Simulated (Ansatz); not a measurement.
TiGa3: stiffness from a series of strains

```
CELL_PARAMETERS angstrom
-1.89450 1.89450 4.36700
1.89450 -1.89450 4.36700
1.89450 1.89450 -4.36700
ATOMIC_POSITIONS crystal
Ti 0.00000 0.00000 0.00000
Ga 0.50000 0.50000 0.00000
Ga 0.75000 0.25000 0.50000
Ga 0.25000 0.75000 0.50000
```

Atom numbers follow the list: Ti1, Ga2, Ga3, Ga4.

Conventional cell: a = 3.789 Å, b = 3.789 Å, c = 8.734 Å, α = 90.00°, β = 90.00°, γ = 90.00°. Ti (atom 1) has 12 Ga at 2.68 to 2.89 Å as nearest neighbours. Ga (atom 2) is surrounded by 4 Ti at 2.68 Å and 8 Ga at 2.89 Å. Around Ga (atom 3) lie 8 Ga at 2.68 to 2.89 Å and 4 Ti at 2.89 Å.

The geometry is COD entry 1522707, unchecked; take it as a test cell.

Spin polarisation is left out, and whether a magnetic state lies lower isn't shown here.

These are results of DFT, PBEsol, all-electron LAPW, scalar-relativistic in Ansatz 0.2.0, not measurements.

Settings: a Γ-centred 14×14×14 k mesh, Fermi–Dirac smearing of 0.05 eV, basis error target 0.5 meV/atom, no spin polarisation.

The strain is applied along the Cartesian axes of the cell as listed (the other components stay zero). Fractional coordinates are held (clamped ions).

σ is the change of stress from the unstrained cell, which is at -3.13 GPa; tension is positive, so slopes are stress–strain coefficients at that pressure. In a metal the k mesh adds noise.

Only quantities that a quadratic follows smoothly over the whole series are listed; rougher ones are left out.

```csv
εxx = εyy,σzz (GPa),σxx (GPa)
-0.0200,-1.90,-5.92
0.0000,0.00,0.00
0.0100,0.85,2.45
0.0200,1.64,4.60
```

Fit the series and read off the stiffness at zero strain.

Least-squares fits y = p0 + p1 x + p2 x² to the rows give σzz (GPa): p1 = 88.5, p2 = -320; σxx (GPa): p1 = 263, p2 = -1600. So C13 + C23 = 88 GPa and C11 + C12 = 263 GPa, for these axes.

One run, at εxx = εyy = -0.0100, is withheld. Predict its row.

The fits give -0.92, -2.80; the run gave -0.92, -2.78.
